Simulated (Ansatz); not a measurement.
**Levels of theory for Sn3C (ordering on diamond)**

All numbers come from Ansatz. The calculation is non-magnetic, and the structure need not be a phase that has been made.

The cell is Sn3C, ordered on the diamond lattice (R3m) with 4 atoms a cell; cell and atoms were relaxed with r2SCAN. Space group R3m (No. 160), trigonal; conventional cell a = 3.978 Å, c = 21.678 Å, 24.76 Å³ an atom. C is surrounded by 4 Sn at 2.20–2.37 Å; Sn is surrounded by 4 Sn at 2.76–2.90 Å; Sn is surrounded by 3 C at 2.37 Å and 1 Sn at 2.90 Å; Sn is surrounded by 1 C at 2.20 Å and 3 Sn at 2.76 Å.

```xyz
4
Lattice="1.9889 1.1483 7.2262 -1.9889 1.1483 7.2262 0.0000 -2.2966 7.2262" Properties=species:S:1:pos:R:3 pbc="T T T"
C     1.9889    1.1483    7.2127
Sn    0.0000    0.0000   10.6965
Sn    0.0000    0.0000    7.7929
Sn    0.0000    0.0000   19.4614
```

Relaxed lattice by functional, symmetry kept:
```
functional  k mesh  a (Å)   c (Å)  volume (Å³/atom)
       PBE   6×6×6  4.008  21.978             25.47
    r2SCAN   6×6×6  3.978  21.678             24.76
```

Gaps on the r2SCAN cell, each the least over its mesh and the special points:
```json
{"level": "PBE", "k mesh": "8×8×8", "gap (eV)": "none (overlap 1.93)", "kind": "–", "edges": "–", "least direct gap (eV)": "–", "rough cost": "12 core-seconds"}
{"level": "PBE+SOC", "k mesh": "8×8×8", "gap (eV)": "none (overlap 1.67)", "kind": "–", "edges": "–", "least direct gap (eV)": "–", "rough cost": "60 core-seconds"}
{"level": "r2SCAN", "k mesh": "8×8×8", "gap (eV)": "none (overlap 1.99)", "kind": "–", "edges": "–", "least direct gap (eV)": "–", "rough cost": "26 core-seconds"}
```
All runs use a smearing of 0.02 eV.
Wave cutoffs: 420 eV, 500 eV (r2SCAN).
Costs come from shared machines and give only the order; PBE's includes the band path. The runs had 2 threads of Intel(R) Xeon(R) 6975P-C (Granite Rapids) (shared host).

With r2SCAN the bands overlap by 1.99 eV (counted from 1, band 23 peaks at Γ and band 24 bottoms out at F): no gap. PBE+SOC gives no gap: the lowest nominally empty band dips 1.67 eV below the top of the last filled one (its bottom at F, the top at Γ), so the cell is a metal or semimetal at this level.

No level opens a gap, but no hybrid is among them, and semilocal functionals can close a real gap.

Only the levels marked +SOC include spin-orbit coupling.
